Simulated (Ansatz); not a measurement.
The start is a relaxed MgO cell, doubled along one cell vector, shaken by Gaussian noise of σ = 0.08 Å a coordinate. Cell shape, volume and atoms are optimised at zero target pressure with PBEsol (plane waves to 420 eV, PAW, scalar-relativistic; Ansatz, a first-principles code). The first steps use a coarse 9×5×9 k-mesh.

Initial structure:
```
CELL_PARAMETERS angstrom
      0.00000     2.10711     2.10711
      4.21422     0.00000     4.21422
      2.10711     2.10711     0.00000
ATOMIC_POSITIONS crystal
  Mg 0.43015 0.27245 0.54334
  Mg 0.43649 0.75381 0.52770
  O  0.99933 0.99865 0.01001
  O  0.02297 0.50839 0.03303
```

How large is the pressure on the unrelaxed cell, and of which sign?

+4.7 GPa (positive: the cell is compressed).

How much energy is released per atom?

82 meV/atom.

What band gap does the relaxed structure have at this level?

4.62 eV, direct at Γ (no spin-orbit coupling).

Final structure:

```cif
data_Mg4O4
_chemical_formula_sum 'Mg4 O4'
_space_group_name_H-M_alt 'Fm-3m'
_space_group_IT_number 225
_space_group_name_Hall '-F 4 2 3'
_cell_length_a 4.21424
_cell_length_b 4.21424
_cell_length_c 4.21424
_cell_angle_alpha 90.000
_cell_angle_beta 90.000
_cell_angle_gamma 90.000
loop_
_atom_site_label
_atom_site_type_symbol
_atom_site_symmetry_multiplicity
_atom_site_Wyckoff_symbol
_atom_site_fract_x
_atom_site_fract_y
_atom_site_fract_z
_atom_site_occupancy
Mg1 Mg 4 a 0.00000 0.00000 0.00000 1
O1 O 4 b 0.50000 0.50000 0.50000 1
```
(The calculation used a cell of 2 atoms; values per cell refer to that cell.)

Final values are on a 13×13×13 k-mesh of the relaxed cell. No spin polarisation in the result.
